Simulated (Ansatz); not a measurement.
BAs:
Space group Fm-3m (No. 225); a = 4.616 Å, b = 4.616 Å, c = 4.616 Å, α = 90.00°, β = 90.00°, γ = 90.00°

```csv
atom,site,symmetry,x,y,z
B,4a,m-3m,0.0000,0.0000,0.0000
As,4b,m-3m,0.5000,0.5000,0.5000
```
(The calculation used a cell of 2 atoms; values per cell refer to that cell.)

Relaxed with PBE.

**Question.** Which orbitals make up the states near the Fermi level in the program Ansatz at the PBE level (PAW)?

**Answer.** Within 0.5 eV of the Fermi level: B 2p 45 %, As 4p 34 %, B 2s 13 %, As 4s 7 %. Projections are on Löwdin-orthogonalised atomic valence shells; empty p or d shells of many metals are not among them.

**Question.** Tabulate the density of states.

**Answer.** States/eV per cell of 2 atoms, in 0.25 eV bins, energy from the Fermi level.

| E (eV) | total | As 4p | B 2p | B 2s |
|---|---|---|---|---|
| -7.85 | 0.61 | 0.29 | 0.06 | 0.20 |
| -7.60 | 0.70 | 0.33 | 0.11 | 0.20 |
| -7.35 | 0.79 | 0.37 | 0.17 | 0.17 |
| -7.10 | 0.63 | 0.29 | 0.13 | 0.13 |
| -6.85 | 0.48 | 0.21 | 0.10 | 0.09 |
| -6.60 | 0.51 | 0.23 | 0.11 | 0.10 |
| -6.35 | 0.56 | 0.25 | 0.14 | 0.10 |
| -6.10 | 0.56 | 0.25 | 0.14 | 0.10 |
| -5.85 | 0.59 | 0.27 | 0.16 | 0.10 |
| -5.60 | 0.60 | 0.27 | 0.17 | 0.10 |
| -5.35 | 0.62 | 0.28 | 0.19 | 0.10 |
| -5.10 | 0.63 | 0.28 | 0.20 | 0.09 |
| -4.85 | 0.65 | 0.29 | 0.21 | 0.09 |
| -4.60 | 0.67 | 0.30 | 0.22 | 0.09 |
| -4.35 | 0.69 | 0.32 | 0.24 | 0.09 |
| -4.10 | 0.73 | 0.33 | 0.26 | 0.08 |
| -3.85 | 0.79 | 0.36 | 0.30 | 0.08 |
| -3.60 | 0.88 | 0.41 | 0.35 | 0.07 |
| -3.35 | 0.84 | 0.39 | 0.34 | 0.07 |
| -3.10 | 0.81 | 0.37 | 0.33 | 0.06 |
| -2.85 | 0.78 | 0.36 | 0.32 | 0.06 |
| -2.60 | 0.77 | 0.35 | 0.32 | 0.06 |
| -2.35 | 0.75 | 0.33 | 0.31 | 0.07 |
| -2.10 | 0.74 | 0.32 | 0.31 | 0.07 |
| -1.85 | 0.72 | 0.31 | 0.30 | 0.07 |
| -1.60 | 0.72 | 0.30 | 0.30 | 0.07 |
| -1.35 | 0.71 | 0.29 | 0.30 | 0.07 |
| -1.10 | 0.71 | 0.28 | 0.30 | 0.08 |
| -0.85 | 0.71 | 0.27 | 0.30 | 0.08 |
| -0.60 | 0.71 | 0.26 | 0.30 | 0.09 |
| -0.35 | 0.71 | 0.25 | 0.31 | 0.09 |
| -0.10 | 0.72 | 0.24 | 0.32 | 0.09 |
| 0.15 | 0.78 | 0.26 | 0.36 | 0.10 |
| 0.40 | 0.80 | 0.25 | 0.38 | 0.10 |
| 0.65 | 0.80 | 0.24 | 0.39 | 0.09 |
| 0.90 | 0.78 | 0.20 | 0.41 | 0.09 |
| 1.15 | 0.70 | 0.17 | 0.37 | 0.08 |
| 1.40 | 0.68 | 0.19 | 0.35 | 0.07 |
| 1.65 | 0.71 | 0.21 | 0.35 | 0.06 |
| 1.90 | 0.76 | 0.21 | 0.39 | 0.06 |
| 2.15 | 0.74 | 0.18 | 0.41 | 0.05 |
| 2.40 | 0.55 | 0.12 | 0.32 | 0.03 |
| 2.65 | 0.38 | 0.11 | 0.20 | 0.02 |
| 2.90 | 0.35 | 0.14 | 0.15 | 0.02 |
| 3.15 | 0.38 | 0.18 | 0.14 | 0.03 |
| 3.40 | 0.44 | 0.21 | 0.15 | 0.04 |
| 3.65 | 0.49 | 0.23 | 0.16 | 0.05 |
| 3.90 | 0.57 | 0.23 | 0.17 | 0.07 |
| 4.15 | 0.67 | 0.24 | 0.20 | 0.08 |
| 4.40 | 0.70 | 0.22 | 0.21 | 0.07 |
| 4.65 | 0.63 | 0.20 | 0.19 | 0.05 |

The start of the workflow was typed in or built on a structure type; neither database checked (COD, Materials Project) lists it. It is not the phase usual at ambient conditions (space group No. 216). Symmetry was held in the PBE relaxation; whether a distortion lowers the energy is not shown. Its formation energy is positive at this level, so the cell may be metastable or incomplete. Spin–orbit coupling is left out wherever it is not named.

Potentials: the later of the program's two PAW sets.
